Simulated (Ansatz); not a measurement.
A geometry of Pt away from equilibrium: the start of the relaxation of a generated cell, Pt placed in the AFLOW prototype A_cI16_220_c (as in Li). The numbers are results of PBEsol (plane waves to 420 eV, PAW, scalar-relativistic; Ansatz, a first-principles code), not measurements. Γ-centred k-mesh 8×8×8 on the run's cell (coarser than for final values), Fermi–Dirac smearing 0.05 eV.

```xyz
8
Lattice="-3.1113 3.1113 3.1113 3.1113 -3.1113 3.1113 3.1113 3.1113 -3.1113" Properties=species:S:1:pos:R:3 pbc="T T T"
Pt     1.2507     1.2507     1.2507
Pt    -1.2507     1.8606     1.2507
Pt     1.8606     1.2507    -1.2507
Pt     1.2507    -1.2507     1.8606
Pt     2.8064     2.8064     2.8064
Pt     0.3049     3.4162    -0.3049
Pt     3.4162    -0.3049     0.3049
Pt    -0.3049     0.3049     3.4162
```

Task: Give the Cartesian forces on all atoms (eV/Å).

Result: 
| atom | Fx | Fy | Fz |
|---|---|---|---|
| Pt1 | 0.51 | 0.51 | 0.51 |
| Pt2 | -0.51 | -0.51 | 0.51 |
| Pt3 | -0.51 | 0.51 | -0.51 |
| Pt4 | 0.51 | -0.51 | -0.51 |
| Pt5 | 0.51 | 0.51 | 0.51 |
| Pt6 | -0.51 | -0.51 | 0.51 |
| Pt7 | -0.51 | 0.51 | -0.51 |
| Pt8 | 0.51 | -0.51 | -0.51 |

Task: What is the pressure?

Result: +12.1 GPa, compression positive.

Task: How much energy per atom can still be gained by relaxing?

Result: 0.11 eV/atom; the path ends in I-43d (No. 220) (AFLOW prototype A_cI16_220_c (as in Li)).

No spin polarisation in the result.

The run could not lower the symmetry of its start; a shaken copy of this end point relaxes with PBEsol to I4/mmm (No. 139), 0.10 eV/atom lower.

The end of the path is a generated cell of Pt: the first start was made by placing the elements on the sites of a structure type, and the end was not matched to a known phase here, so it may be hypothetical. Known forms of Pt include space group No. 225.
